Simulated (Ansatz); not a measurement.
SnRu$_{3}$C:
```yaml
crystal:
  lattice:
    - [4.06751, 0.00000, 0.00000]
    - [0.00000, 4.06751, 0.00000]
    - [0.00000, 0.00000, 4.06751]
  atoms:
    - { symbol: Sn, position: [0.00000, 0.00000, 0.00000] }
    - { symbol: Ru, position: [0.00000, 0.50000, 0.50000] }
    - { symbol: Ru, position: [0.50000, 0.00000, 0.50000] }
    - { symbol: Ru, position: [0.50000, 0.50000, 0.00000] }
    - { symbol: C, position: [0.50000, 0.50000, 0.50000] }
```

Relaxed with r²SCAN. Special points in fractions of this cell's reciprocal vectors: Γ (0.000, 0.000, 0.000); X (0.000, 0.500, 0.000); M (0.500, 0.500, 0.000); R (0.500, 0.500, 0.500).

Q: List the band energies nearest the Fermi level at these points for plane-wave PAW r²SCAN (Ansatz code).

A: In eV from the Fermi level; about four levels below and three above (degenerate sets whole), none deeper than 8.9 eV; points with the same levels are listed once.

```json
[
 {"k": "Γ", "below": "-1.25 -1.25 -1.25 -0.94 -0.94", "above": "1.04 1.13 1.13 1.13"},
 {"k": "X", "below": "-1.37 -1.37 -1.16 -0.38", "above": "1.13 1.41 1.41"},
 {"k": "M", "below": "-1.22 -0.86 -0.61 -0.29", "above": "1.61 1.61 2.65"},
 {"k": "R", "below": "-2.61 -2.61 -2.61 -0.63 -0.63", "above": "0.86 0.86 0.86"}
]
```

Space group Pm-3m (anti-perovskite). The start of the workflow was typed in or built on a structure type; neither database checked (COD, Materials Project) lists it. Its standing as an ambient phase is unchecked. Symmetry was held in the r²SCAN relaxation; whether a distortion lowers the energy is not shown. No spin polarisation was allowed. Spin–orbit coupling is left out wherever it is not named.

Potentials: the earlier of the program's two PAW sets.
